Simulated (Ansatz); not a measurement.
Cr (diamond, space group No. 227) under volume change, DFT-PBE in the program Ansatz with PAW potentials, scaled uniformly.

| V (Å³/atom) | E − E(relaxed) (meV/atom) | P (GPa) |
|---|---|---|
| 15.033 | 50.0 | 11.62 |
| 15.529 | 21.1 | 7.16 |
| 16.024 | 5.0 | 3.33 |
| 16.520 | 0.0 | 0.00 |
| 17.016 | 4.6 | -2.88 |
| 17.511 | 17.4 | -5.36 |
| 18.007 | 37.4 | -7.51 |

**Question.** What does a third-order Birch–Murnaghan fit give for V₀, B₀ and B′?

**Answer.** V₀ = 16.52 Å³/atom, B₀ = 103 GPa, B′ = 3.8.

Space group Fd-3m (diamond). The start of the workflow was typed in or built on a structure type; neither database checked (COD, Materials Project) lists it. It is not the phase usual at ambient conditions (space group No. 229). The PBE relaxation kept the symmetry of its start; whether a distortion lowers the energy is not shown. The workflow began spin-polarised and lost its moments.

Potentials: the later of the program's two PAW sets.
